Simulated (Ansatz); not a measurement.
The numbers come from plane-wave PAW DFT (Ansatz): r2SCAN, no spin polarisation, 500 eV, 7×7×7 Γ-centred k points, fermi-dirac occupations (width 0.1167 eV). Nothing was relaxed.

Computed maps in the lattice plane spanned by a (left to right, 5.35 Å, 16 points from zero) and b (bottom to top, 5.35 Å, 16 points from zero), 90° apart, at height 0.000 along c. The fields are smooth PAW ones with compensation charges, not the true ones near nuclei.

Valence density. Digits on a logarithmic scale: 0 up to 0.03 e/Å³, each further digit a factor of 1.6, 9 from 1.3 e/Å³ up:
```
9995421000124599
9965432111234569
6554443222344455
4444444444444444
2234455666554432
1123457999754321
0012469999964210
0012469999964210
0012469999964210
1123457999754321
2234455666554432
4444444444444444
6554443222344455
9965432111234569
9995421000124599
9996421000124699
```

ELF. Ten even steps from '0' (0.00) to '9' (0.99):
```
9621110000011126
4211221000122112
1113432101234311
1124433222334421
0123332222233321
0012322212223210
0001222000222100
0000221000122000
0001222000222100
0012322212223210
0123332222233321
1124433222334421
1113432101234311
4211221000122112
9621110000011126
9941100000001149
```

Q: The cell is CoNi$_{2}$SnS$_{4}$. Which atoms lie within 0.2 Å of this plane, and where (fractions of a and b)?

A: Sn at (0.50, 0.50), Co at (0.00, 0.00). The whole cell:
```xyz
8
Lattice="0.0000 5.3546 0.0000 5.3546 0.0000 0.0000 2.6773 2.6773 -5.3536" Properties=species:S:1:pos:R:3 pbc="T T T"
Sn    2.6773    2.6773    0.0000
Co    0.0000    0.0000    0.0000
S     3.9737    3.9737   -3.9274
S     1.2964    4.0583   -1.4262
S     6.7356    6.7356   -3.9274
S     4.0583    1.2964   -1.4262
Ni    2.6773    5.3546   -2.6768
Ni    5.3546    2.6773   -2.6768
```

Origin: a known structure type with other elements, at an estimated volume, so it need not be a known compound. Caveats: no spin polarisation, so a magnetic state may lie lower.
